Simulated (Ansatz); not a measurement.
The calculation used Ansatz 0.2.0, DFT PBE, scalar-relativistic, plane waves, PAW. Settings: cutoff 420 eV, Γ-centred meshes spaced at most about 0.3 Å⁻¹ (2π included), Gaussian smearing. Collinear spin in cells that started with moments and kept them past the coarse steps, no spin elsewhere.

Temperature and zero-point effects are left out.

Two relaxed structures of MgMnC6N6:

1. (site moments Mn 2.3 μB)

```
Mg Mn C N
1.0
     0.00000    5.31110    5.31110
     5.31110    0.00000    5.31110
     5.31110    5.31110    0.00000
Mg Mn C N
1 1 6 6
Cartesian
  5.3111 5.3111 5.3111
  0.0000 0.0000 0.0000
  1.9744 5.3111 5.3111
  5.3111 1.9744 5.3111
  5.3111 5.3111 1.9744
  8.6478 5.3111 5.3111
  5.3111 8.6478 5.3111
  5.3111 5.3111 8.6478
  3.1389 5.3111 5.3111
  5.3111 3.1389 5.3111
  5.3111 5.3111 3.1389
  7.4833 5.3111 5.3111
  5.3111 7.4833 5.3111
  5.3111 5.3111 7.4833
```

2. (site moments Mn 2.3 μB)

```
Mg Mn C N
1.0
     0.00000    5.38823    5.38823
     5.38823    0.00000    5.38823
     5.38823    5.38823    0.00000
Mg Mn C N
1 1 6 6
Direct
  0.00000 0.00000 0.00000
  0.50000 0.50000 0.50000
  0.78682 0.21318 0.21318
  0.21318 0.78682 0.21318
  0.21318 0.21318 0.78682
  0.21318 0.78682 0.78682
  0.78682 0.21318 0.78682
  0.78682 0.78682 0.21318
  0.67810 0.32190 0.32190
  0.32190 0.67810 0.32190
  0.32190 0.32190 0.67810
  0.32190 0.67810 0.67810
  0.67810 0.32190 0.67810
  0.67810 0.67810 0.32190
```

Problem. Which placement of the atoms is lower in energy, and by how much?

Solution. Cell 1 is lower, by 178 meV/atom. The two share one framework of sites and differ in which element sits where. Cell 1 has space group Fm-3m (No. 225), 21.4 Å³/atom and a gap of 1.88 eV on its mesh; cell 2 has space group Fm-3m (No. 225), 22.3 Å³/atom and a gap of 1.61 eV. The shortest distance is 1.16 Å (C–N) in cell 1 and 1.17 Å (C–N) in cell 2. The denser one is the lower, and pressure would at first widen the difference. Even the lower one lies +0.20 eV/atom against the reference forms of the elements (uncorrected), so neither is stable at this level. In cell 1, Mg has 6 N at 2.17 Å; around Mn lie 6 C at 1.97 Å; C is surrounded by 1 N at 1.16 Å and 1 Mn at 1.97 Å; around N lie 1 C at 1.16 Å and 1 Mg at 2.17 Å. In cell 2, Mg is surrounded by 6 C at 2.30 Å; Mn has 6 N at 1.92 Å; around C lie 1 N at 1.17 Å and 1 Mg at 2.30 Å; N is surrounded by 1 C at 1.17 Å and 1 Mn at 1.92 Å. Both come from invented guesses.

Kohn–Sham gaps at this level usually fall short of measured ones. The magnetic state reached may not be the lowest. Cells relaxed within their symmetry can be saddle points.
